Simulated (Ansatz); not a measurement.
Data:

Mg2Si (antifluorite type, space group Fm-3m)

```xyz
3
Lattice="0.0000 3.1822 3.1822 3.1822 0.0000 3.1822 3.1822 3.1822 0.0000" Properties=species:S:1:pos:R:3 pbc="T T T"
Si     0.0000     0.0000     0.0000
Mg     1.5911     1.5911     1.5911
Mg     4.7733     4.7733     4.7733
```

Equation-of-state scan: isotropic scaling of the cell above, V₀ being its volume. Symmetry pins the atoms to their sites.

Method: PBE (plane waves to 420 eV, PAW, scalar-relativistic; Ansatz, an electronic-structure program). k mesh 9×9×9 (Γ-centred), Fermi-Dirac smearing 0.05 eV. E stands for the smeared free energy. Compression counts positive. Mg2Si was relaxed with its symmetry unable to fall. The PAW data are Ansatz's earlier set. ΔE is measured from the relaxed starting cell.

The scan covers V/V₀ from 0.940 to 1.060 in 11 points.

What pressure does the cell carry at V/V₀ = 0.940?

3.78 GPa.

What is ΔE at V/V₀ = 1.060?

11.9 meV/atom.

(Under strain, the slope of the energy per volume gives the stress and its curvature an elastic modulus.)
